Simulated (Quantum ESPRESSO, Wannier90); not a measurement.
# Si₂W (I4/mmm): Wannier90 run

Cell from Materials Project (mp-1620), symmetrised, no further relaxation. COD (Crystallography Open Database) has an entry of this formula and space group (matched by these alone). Computed values, not measurements, from PBEsol: Quantum ESPRESSO (norm-conserving PseudoDojo potentials, cutoff 60 Ry, no spin polarisation, no spin-orbit coupling) on a Γ-centred 10×10×10 mesh, then Wannier90. Density: 10×10×10 mesh, cold smearing 0.01 Ry. Spin-orbit coupling is left out although heavy elements are present.

```
begin unit_cell_cart
ang
    3.2147300000    0.0000000000    0.0000000000
    0.0000000000    3.2147300000    0.0000000000
   -1.6073650000   -1.6073650000    3.9010300000
end unit_cell_cart
mp_grid = 10 10 10
```

Problem. Which shells of neighbouring k-points and which b-vectors and weights does Wannier90 pick for this cell and mesh?

Solution. 
```
 *---------------------------------- K-MESH ----------------------------------*
 +----------------------------------------------------------------------------+
 |                    Distance to Nearest-Neighbour Shells                    |
 |                    ------------------------------------                    |
 |          Shell             Distance (Ang^-1)          Multiplicity         |
 |          -----             -----------------          ------------         |
 |             1                   0.161065                      2            |
 |             2                   0.211391                      8            |
 |             3                   0.276408                      4            |
 |             4                   0.310757                      8            |
 |             5                   0.319911                      8            |
 |             6                   0.322130                      2            |
 |             7                   0.390900                      4            |
 |             8                   0.422782                      8            |
       ... (lines left out)
 +----------------------------------------------------------------------------+
 | The b-vectors are chosen automatically                                     |
 | The following shells are used:                       1,  2                 |
 +----------------------------------------------------------------------------+
 |                        Shell   # Nearest-Neighbours                        |
 |                        -----   --------------------                        |
 |                          1               2                                 |
 |                          2               8                                 |
 +----------------------------------------------------------------------------+
 | Completeness relation is fully satisfied [Eq. (B1), PRB 56, 12847 (1997)]  |
 +----------------------------------------------------------------------------+
 |                  b_k Vectors (Ang^-1) and Weights (Ang^2)                  |
 |                  ----------------------------------------                  |
 |            No.         b_k(x)      b_k(y)      b_k(z)        w_b           |
 |            ---        --------------------------------     --------        |
 |             1         0.000000    0.000000    0.161065    12.729475        |
 |             2         0.000000    0.000000   -0.161065    12.729475        |
 |             3         0.000000    0.195450    0.080532     6.544392        |
 |             4         0.195450    0.000000    0.080532     6.544392        |
 |             5         0.000000    0.195450   -0.080532     6.544392        |
 |             6         0.195450    0.000000   -0.080532     6.544392        |
 |             7         0.000000   -0.195450   -0.080532     6.544392        |
 |             8         0.000000   -0.195450    0.080532     6.544392        |
 |             9        -0.195450    0.000000   -0.080532     6.544392        |
 |            10        -0.195450    0.000000    0.080532     6.544392        |
```
